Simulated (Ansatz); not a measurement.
VSi:
```
CELL_PARAMETERS angstrom
      2.81091     0.00000     0.00000
     -1.40546     2.43432     0.00000
      0.00000     0.00000     7.74647
ATOMIC_POSITIONS crystal
  V  0.00000 0.00000 0.00000
  V  0.00000 0.00000 0.50000
  Si 0.33333 0.66667 0.25000
  Si 0.66667 0.33333 0.75000
```

Relaxed with PBE. Special points in fractions of this cell's reciprocal vectors: Γ (0.000, 0.000, 0.000); M (0.500, 0.000, 0.000); K (0.333, 0.333, 0.000); A (0.000, 0.000, 0.500); L (0.500, 0.000, 0.500); H (0.333, 0.333, 0.500).

**Question.** List the band energies nearest the Fermi level at these points for DFT-PBE in the program Ansatz with PAW potentials.

**Answer.** In eV from the Fermi level; about four levels below and three above (degenerate sets whole), none deeper than 8.9 eV; points with the same levels are listed once.

| k | below | above |
|---|---|---|
| Γ | -2.44 -0.78 -0.01 -0.01 | 0.12 0.12 1.01 1.01 |
| M | -2.29 -2.12 -1.46 -0.23 | 0.23 0.63 2.63 |
| K | -2.54 -2.54 -1.02 -1.02 | 0.42 1.30 1.30 |
| A | -5.32 -5.32 -1.20 -1.20 | 0.05 0.05 0.05 0.05 |
| L | -2.77 -2.77 -1.78 -1.78 | 0.13 0.13 1.24 1.24 |
| H | -2.53 -2.53 -1.04 -1.04 | 1.96 1.96 2.05 2.05 |

Space group P6_3/mmc (NiAs type). The cell is a constructed one: a structure type filled with these elements; neither database checked (COD, Materials Project) lists it. Whether it is the stable phase at ambient conditions was not checked. The cell was relaxed with PBE under the symmetry of its start; its stability against distortions is not shown here. The workflow began spin-polarised and lost its moments.

Potentials: the later of the program's two PAW sets.
